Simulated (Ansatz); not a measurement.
Consider a crystal of KAl₂As₂ in space group P-6m2 (No. 187), with K on 1b; Al on 2g; As on 2i. The cell of KAl₂As₂ is invented: K between sheets of the InAs type, stage 1 (host AlAs; sites filled 1 of 1). A sheet's type names the database crystal that the layer was cut from.

Method: DFT PBE, scalar-relativistic, plane waves, PAW in Ansatz 0.2.0. Cutoff 420 eV, Γ-centred mesh, Gaussian smearing, no spin polarisation.

Formation energies are uncorrected and refer to the elements' standard structures at the same level.

**Question.** Which cell and coordinates does it relax to?

**Answer.**

Space group P-6m2 (No. 187). a = 4.028 Å, b = 4.028 Å, c = 9.657 Å, α = 90.00°, β = 90.00°, γ = 120.00°
```json
{"atom": "K", "site": "1b", "symmetry": "-6m2", "x": "0.0000", "y": "0.0000", "z": "0.5000"}
{"atom": "Al", "site": "2g", "symmetry": "3m.", "x": "0.0000", "y": "0.0000", "z": "0.8588"}
{"atom": "As", "site": "2i", "symmetry": "3m.", "x": "0.6667", "y": "0.3333", "z": "0.7689"}
```

K has 2 Al at 3.46 Å, 6 As at 3.49 Å and 6 K at 4.03 Å; Al is surrounded by 3 As at 2.48 Å, 1 Al at 2.73 Å and 1 K at 3.46 Å; As is surrounded by 3 Al at 2.48 Å and 3 K at 3.49 Å. Another local minimum with the same sites may exist.

**Question.** And its energy and gap?

**Answer.** The formation energy is −0.35 eV/atom and the gap on the 12×12×4 mesh of the 5-atom cell is 0 eV (a metal). Whether it is stable depends on the other phases of the system, which aren't compared here.

The last run used Gaussian smearing of 0.10 eV. An odd number of electrons in the primitive cell allows no gap without spin; a larger cell or a magnetic state could open one. The cell is a metal run without spin; a magnetic state may lie lower. The reference form of As is held partly by dispersion forces, which this level lacks. Symmetry constrained the relaxation, so the result can be a saddle point.
